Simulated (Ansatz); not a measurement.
Given:

Sn (diamond)

```
CELL_PARAMETERS angstrom
      0.00000     3.32792     3.32792
      3.32792     0.00000     3.32792
      3.32792     3.32792     0.00000
ATOMIC_POSITIONS crystal
  Sn 0.25000 0.25000 0.25000
  Sn 0.00000 0.00000 0.00000
```

E(V) scan at fixed shape, V₀ the volume above. Symmetry pins the atoms to their sites.

Level of theory: PBE (plane waves to 420 eV, PAW, scalar-relativistic; Ansatz, an electronic-structure program). k mesh 12×12×12 (Γ-centred), Fermi-Dirac smearing 0.05 eV. E stands for the smeared free energy. Compression counts positive. Sn was relaxed with its symmetry unable to fall. The PAW data are Ansatz's earlier set. The relaxed volume of Sn is well above the measured one; the method has no dispersion term. The zero of ΔE is the relaxed starting cell.

The scan covers V/V₀ from 0.840 to 1.160 in 9 points.

Problem. What is ΔE at V/V₀ = 0.840?

Solution. 148 meV/atom.

Problem. What pressure does the cell carry at V/V₀ = 0.840?

Solution. 9.5 GPa.

Problem. What is ΔE at V/V₀ = 1.160?

Solution. 79 meV/atom.

(A scan under strain: stresses follow from slopes of the energy per volume, elastic moduli from its curvatures.)
